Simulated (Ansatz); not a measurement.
AlAg:
```
AlAg
1.0
    0.00000     2.70363     2.70363
    2.70363     0.00000     2.70363
    2.70363     2.70363     0.00000
Ag Al
1 1
Cartesian
  0.00000   0.00000   0.00000
  2.70363   2.70363   2.70363
```

Relaxed with PBE. Special points in fractions of this cell's reciprocal vectors: Γ (0.000, 0.000, 0.000); X (0.500, 0.000, 0.500); U (0.625, 0.250, 0.625); K (0.375, 0.375, 0.750); L (0.500, 0.500, 0.500); W (0.500, 0.250, 0.750).

List the band energies nearest the Fermi level at these points for PBE with spin–orbit coupling in the plane-wave PAW code Ansatz.

In eV from the Fermi level; about four levels below and three above (degenerate sets whole), none deeper than 8.9 eV; points with the same levels are listed once.

```csv
k,below,above
Γ,-5.06 -5.06 -5.06 -5.06 -5.04 -5.04,4.21 4.21 4.41 4.41 4.41 4.41
X,-3.02 -3.02 -1.98 -1.98,0.76 0.76 0.92 0.92
U,-1.95 -1.95 -1.74 -1.74,1.86 1.86 4.56 4.56
L,-4.72 -4.72 -3.05 -3.05,5.35 5.35 5.62 5.62
W,-1.27 -1.27 -1.19 -1.19,8.22 8.22 8.69 8.69
```

Space group Fm-3m (rock salt). The start of the workflow was typed in or built on a structure type; neither database checked (COD, Materials Project) lists it. Whether it is the stable phase at ambient conditions was not checked. Symmetry was held in the PBE relaxation; its stability against distortions is not shown here. No spin polarisation was allowed. The volume moved by 24 % from the start of the relaxation. Its formation energy is positive at this level, so the cell may be metastable or incomplete.

Potentials: the earlier of the program's two PAW sets.
